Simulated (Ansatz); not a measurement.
Sn3Te2Se:
```cif
data_SeSn3Te2
_chemical_formula_sum 'Sn3 Te2 Se1'
_space_group_name_H-M_alt 'P-3m1'
_space_group_IT_number 164
_space_group_name_Hall '-P 3 2"'
_cell_length_a 4.42697
_cell_length_b 4.42697
_cell_length_c 10.79263
_cell_angle_alpha 90.000
_cell_angle_beta 90.000
_cell_angle_gamma 120.000
loop_
_atom_site_label
_atom_site_type_symbol
_atom_site_symmetry_multiplicity
_atom_site_Wyckoff_symbol
_atom_site_fract_x
_atom_site_fract_y
_atom_site_fract_z
_atom_site_occupancy
Sn1 Sn 1 b 0.00000 0.00000 0.50000 1
Sn2 Sn 2 d 0.33333 0.66667 0.15218 1
Te1 Te 2 d 0.66667 0.33333 0.32596 1
Se1 Se 1 a 0.00000 0.00000 0.00000 1
```

Relaxed with r²SCAN.

Q: Tabulate the valence density and the electron localisation function along the shortest Sn–Te contact (3.17 Å), the program Ansatz at the r²SCAN level (PAW).

A: 

| distance from Sn (Å) | density (e/Å³) | ELF |
|---|---|---|
| 0.32 | 10.21 | 0.01 |
| 0.48 | 5.81 | 0.06 |
| 0.63 | 2.84 | 0.19 |
| 0.79 | 1.30 | 0.32 |
| 0.95 | 0.63 | 0.34 |
| 1.11 | 0.36 | 0.32 |
| 1.27 | 0.26 | 0.35 |
| 1.43 | 0.22 | 0.41 |
| 1.59 | 0.22 | 0.50 |
| 1.74 | 0.26 | 0.62 |
| 1.90 | 0.34 | 0.67 |
| 2.06 | 0.48 | 0.61 |
| 2.22 | 0.69 | 0.53 |
| 2.38 | 1.25 | 0.44 |
| 2.54 | 3.24 | 0.27 |
| 2.69 | 7.11 | 0.08 |
| 2.85 | 11.95 | 0.01 |

The density is the valence pseudo-density with augmentation charge, so density and ELF within about 1 Å of a nucleus are not all-electron values.

The first step of the workflow began from a Materials Project structure, measured or hypothetical; the Crystallography Open Database copy checked does not list it. Its standing as an ambient phase is unchecked. The cell was relaxed with r²SCAN under the symmetry of its start; its stability against distortions is not shown here. Scalar-relativistic: spin–orbit coupling is off unless named, which matters more the heavier the elements.

Potentials: the later of the program's two PAW sets.
